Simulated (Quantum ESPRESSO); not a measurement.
# Si2Ga3P3: input and log of a self-consistent run

Simulated, not a measurement. The program is pw.x of Quantum ESPRESSO 7.5 (plane-wave density functional theory). The cell is made up: 8 atoms on a zincblende/diamond lattice, with randomly drawn elements, strain and displacements, not relaxed. PseudoDojo standard norm-conserving files (v0.5 for PBE, v0.4.1 for LDA and PBEsol) set the functional; there is no spin polarisation, spin-orbit coupling or dispersion term, and the masses in the input are unused placeholders.

Input:

```
&control calculation='scf', pseudo_dir='./dojo.nc.sr.pbe.v0_5.standard.upf', outdir='./o', disk_io='medium', tprnfor=.true., tstress=.true. /
&system ibrav=0, nat=8, ntyp=3, nbnd=37, ecutwfc=79.96652505, nosym=.true., tot_charge=0,
 occupations='smearing', smearing='fd', degauss=0.0018374661
/
&electrons conv_thr=7.350e-09, electron_maxstep=60, /
ATOMIC_SPECIES
Ga 1.0 Ga.upf
P 1.0 P.upf
Si 1.0 Si.upf
CELL_PARAMETERS angstrom
5.5218 0.0 0.0
0.0 5.5218 0.0
0.0 0.0 5.5218
ATOMIC_POSITIONS angstrom
Si 0.0677 -0.0314 0.1654
Ga 0.0689 2.856 2.7164
Ga 2.8451 -0.1135 2.7719
Ga 2.777 2.7706 0.0294
P 1.4662 1.3833 1.3695
Si 1.3428 4.132 4.151
P 4.1316 1.4289 4.317
P 4.1925 4.1119 1.4424
K_POINTS automatic
4 4 4 1 1 1
```

The log is shortened where brackets say so; the opening notice, blank lines, dates and the lines on written files are dropped, and the path of the files is cut. It prints rydbergs, bohrs and kilobars, and counts compression as positive stress. With no partly filled state, the Fermi energy that it prints is only some level between the filled and the empty states on the mesh, and need not lie in the true gap.

```
     Program PWSCF v.7.5
     Parallel version (MPI & OpenMP), running on       1 processor cores
     Number of MPI processes:                 1
     Threads/MPI process:                     1
     [start-up lines left out]
     bravais-lattice index     =            0
     lattice parameter (alat)  =      10.4347  a.u.
     unit-cell volume          =    1136.1577 (a.u.)^3
     number of atoms/cell      =            8
     number of atomic types    =            3
     number of electrons       =        62.00
     number of Kohn-Sham states=           37
     kinetic-energy cutoff     =      79.9665  Ry
     charge density cutoff     =     319.8661  Ry
     scf convergence threshold =      7.3E-09
     mixing beta               =       0.7000
     number of iterations used =            8  plain     mixing
     Exchange-correlation= PBE
                           (   1   4   3   4   0   0   0)
     [axes and pseudopotential details left out]
   Cartesian axes
     site n.     atom                  positions (alat units)
         1        Si     tau(   1) = (   0.0122605  -0.0056866   0.0299540  )
         2        Ga     tau(   2) = (   0.0124778   0.5172226   0.4919410  )
         3        Ga     tau(   3) = (   0.5152487  -0.0205549   0.5019921  )
         4        Ga     tau(   4) = (   0.5029157   0.5017567   0.0053244  )
         5        P      tau(   5) = (   0.2655294   0.2505161   0.2480170  )
         6        Si     tau(   6) = (   0.2431816   0.7483067   0.7517476  )
         7        P      tau(   7) = (   0.7482343   0.2587743   0.7818103  )
         8        P      tau(   8) = (   0.7592633   0.7446666   0.2612192  )
     number of k points=    32  Fermi-Dirac smearing, width (Ry)=  0.0018
                       cart. coord. in units 2pi/alat
        k(    1) = (   0.1250000   0.1250000   0.1250000), wk =   0.0625000
        k(    2) = (   0.1250000   0.1250000   0.3750000), wk =   0.0625000
     [further k points left out]
     Dense  grid:   109931 G-vectors     FFT dimensions: (  60,  60,  60)
     Estimated max dynamical RAM per process >     140.77 MB
     Initial potential from superposition of free atoms
     starting charge      61.9903, renormalised to      62.0000
     Starting wfcs are   47 randomized atomic wfcs
     total cpu time spent up to now is       10.4 secs
     per-process dynamical memory:    88.4 Mb
     Self-consistent Calculation
     iteration #  1     ecut=    79.97 Ry     beta= 0.70
     Davidson diagonalization with overlap
     ethr =  1.00E-02,  avg # of iterations =  3.4
     Threshold (ethr) on eigenvalues was too large:
     Diagonalizing with lowered threshold
     Davidson diagonalization with overlap
     ethr =  4.22E-04,  avg # of iterations =  3.6
     total cpu time spent up to now is       43.6 secs
     total energy              =    -517.34736605 Ry
     estimated scf accuracy    <       0.27289312 Ry
     iteration #  2     ecut=    79.97 Ry     beta= 0.70
     Davidson diagonalization with overlap
     ethr =  4.40E-04,  avg # of iterations =  2.9
     total cpu time spent up to now is       59.9 secs
     total energy              =    -517.39452655 Ry
     estimated scf accuracy    <       0.06740916 Ry
     iteration #  3     ecut=    79.97 Ry     beta= 0.70
     Davidson diagonalization with overlap
     ethr =  1.09E-04,  avg # of iterations =  3.2
     total cpu time spent up to now is       80.1 secs
     total energy              =    -517.40886585 Ry
     estimated scf accuracy    <       0.00849509 Ry
     iteration #  4     ecut=    79.97 Ry     beta= 0.70
     Davidson diagonalization with overlap
     ethr =  1.37E-05,  avg # of iterations =  7.6
     total cpu time spent up to now is      104.5 secs
     total energy              =    -517.41077795 Ry
     estimated scf accuracy    <       0.00222891 Ry
     iteration #  5     ecut=    79.97 Ry     beta= 0.70
     Davidson diagonalization with overlap
     ethr =  3.60E-06,  avg # of iterations =  3.3
     total cpu time spent up to now is      121.5 secs
     total energy              =    -517.41123691 Ry
     estimated scf accuracy    <       0.00008416 Ry
     iteration #  6     ecut=    79.97 Ry     beta= 0.70
     Davidson diagonalization with overlap
     ethr =  1.36E-07,  avg # of iterations =  3.5
     total cpu time spent up to now is      142.8 secs
     total energy              =    -517.41126494 Ry
     estimated scf accuracy    <       0.00001343 Ry
     iteration #  7     ecut=    79.97 Ry     beta= 0.70
     Davidson diagonalization with overlap
     ethr =  2.17E-08,  avg # of iterations =  2.5
     total cpu time spent up to now is      157.6 secs
     total energy              =    -517.41126797 Ry
     estimated scf accuracy    <       0.00000142 Ry
     iteration #  8     ecut=    79.97 Ry     beta= 0.70
     Davidson diagonalization with overlap
     ethr =  2.29E-09,  avg # of iterations =  2.8
     total cpu time spent up to now is      172.4 secs
     total energy              =    -517.41126833 Ry
     estimated scf accuracy    <       0.00000014 Ry
     iteration #  9     ecut=    79.97 Ry     beta= 0.70
     Davidson diagonalization with overlap
     ethr =  2.29E-10,  avg # of iterations =  3.8
     total cpu time spent up to now is      190.6 secs
     total energy              =    -517.41126838 Ry
     estimated scf accuracy    <       0.00000003 Ry
     iteration # 10     ecut=    79.97 Ry     beta= 0.70
     Davidson diagonalization with overlap
     ethr =  4.52E-11,  avg # of iterations =  2.6
     total cpu time spent up to now is      205.2 secs
     End of self-consistent calculation
          k = 0.1250 0.1250 0.1250 ( 13709 PWs)   bands (ev):
    -7.8392  -7.7699  -7.7486  -7.6979  -7.6778  -7.6636  -7.6515  -7.6402
    -7.6306  -7.6161  -7.6090  -7.5982  -7.5968  -7.5655  -7.5516  -5.4250
    -3.4818  -2.9614  -1.1641  -0.4274   0.4837   0.8020   3.0723   3.4023
     3.8463   3.9864   4.3847   4.8118   5.4184   6.5468   6.9160   7.9330
     8.2507   8.5167   8.9038   9.1979   9.4236
     [levels at the other k points left out]
     the Fermi energy is     7.3568 ev
!    total energy              =    -517.41126839 Ry
     estimated scf accuracy    <          4.3E-09 Ry
     smearing contrib. (-TS)   =      -0.00000000 Ry
     internal energy E=F+TS    =    -517.41126839 Ry
     The total energy is F=E-TS. E is the sum of the following terms:
     one-electron contribution =    -261.00576241 Ry
     hartree contribution      =     174.49564386 Ry
     xc contribution           =    -144.06656651 Ry
     ewald contribution        =    -286.83458332 Ry
     convergence has been achieved in  10 iterations
     Forces acting on atoms (cartesian axes, Ry/au):
     atom    1 type  3   force =    -0.01206685    0.02071116   -0.04961216
     atom    2 type  1   force =    -0.00077351   -0.05886112    0.03425346
     atom    3 type  1   force =    -0.02391988    0.04217769    0.04315234
     atom    4 type  1   force =    -0.02007737    0.02780041   -0.01575595
     atom    5 type  2   force =    -0.02249595   -0.02605926    0.03089066
     atom    6 type  3   force =     0.02222956    0.02490953    0.03501264
     atom    7 type  2   force =     0.05372916   -0.05025453   -0.03822767
     atom    8 type  2   force =     0.00337484    0.01957613   -0.03971333
     Total force =     0.163209     Total SCF correction =     0.000194
     Computing stress (Cartesian axis) and pressure
          total   stress  (Ry/bohr**3)                   (kbar)     P=       -0.14
   0.00001490  -0.00003801  -0.00002030            2.19       -5.59       -2.99
  -0.00003801  -0.00002978   0.00004861           -5.59       -4.38        7.15
  -0.00002030   0.00004861   0.00001210           -2.99        7.15        1.78
     init_run     :      9.72s CPU     10.25s WALL (       1 calls)
     electrons    :    186.77s CPU    194.90s WALL (       1 calls)
     forces       :      3.16s CPU      3.20s WALL (       1 calls)
     stress       :     11.51s CPU     11.56s WALL (       1 calls)
     [timing details left out]
     PWSCF        :   3m31.30s CPU   3m40.16s WALL
     JOB DONE.
```

In other units: free energy -7039.739 eV for the cell, pressure -0.01 GPa, largest force component 1.513 eV/Å. A rerun of a related cell, with the same atoms placed differently, at 1377 eV and a 6 x 6 x 6 mesh moved values by no more than 0.013 eV in energy, 0.03 GPa in stress and 0.006 eV/Å in force.